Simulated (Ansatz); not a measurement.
Below is a relaxed structure of LaAl₂N₃. The cell was found from a structure generator's guess, not taken from experiment.

Method: Ansatz 0.2.0, DFT PBE, scalar-relativistic, plane waves, PAW. Cutoff 420 eV, Γ-centred mesh, Gaussian smearing, no spin polarisation.

```
CELL_PARAMETERS angstrom
3.72861 0.00000 0.00000
0.00000 3.72861 0.00000
0.00000 0.00000 7.77802
ATOMIC_POSITIONS crystal
La 0.50000 0.50000 0.34707
Al 0.50000 0.50000 0.72444
Al 0.00000 0.00000 0.60311
N 0.50000 0.00000 0.66963
N 0.00000 0.50000 0.66963
N 0.00000 0.00000 0.34478
```

Energies over the elements count from the elements' standard structures at the same level (N₂ as a molecule), with no fitted energy shifts.

Problem. What space group does it have?

Solution. P4mm (No. 99). Conventional cell: a = 3.729 Å, c = 7.778 Å. La has 4 N at 2.64 Å, 1 Al at 2.94 Å, 4 N at 3.13 Å and 4 Al at 3.30 Å; Al on its first site has 4 N at 1.91 Å, 4 Al at 2.80 Å and 1 La at 2.94 Å; Al on its second site has 5 N at 1.93–2.01 Å, 4 Al at 2.80 Å and 4 La at 3.30 Å; N on a site of symmetry 2mm is surrounded by 4 Al at 1.91–1.93 Å, 4 N at 2.64 Å, 2 La at 3.13 Å and 2 N at 3.14 Å; 1 more site not described.

Problem. What is its formation energy per atom?

Solution. −0.78 eV/atom.

Problem. Is it a metal?

Solution. There is no gap on the 10×10×6 mesh, but valence and conduction bands overlap by only 0.06 eV, so at this level it is a semimetal.

The last run used a 10×10×6 mesh (in the run's order of axes) for its 6-atom cell and Gaussian smearing of 0.10 eV. Weakly bound directions are ill-defined at this level, which has no dispersion term. The zero gap may come from the functional, which often closes small gaps, or the cell may be a true semimetal. Symmetry constrained the relaxation, so the result can be a saddle point. Another cell of LaAl2N3 relaxed alike, in P-3m1, lies 19 meV/atom lower, so this cell isn't the stable form at this level.
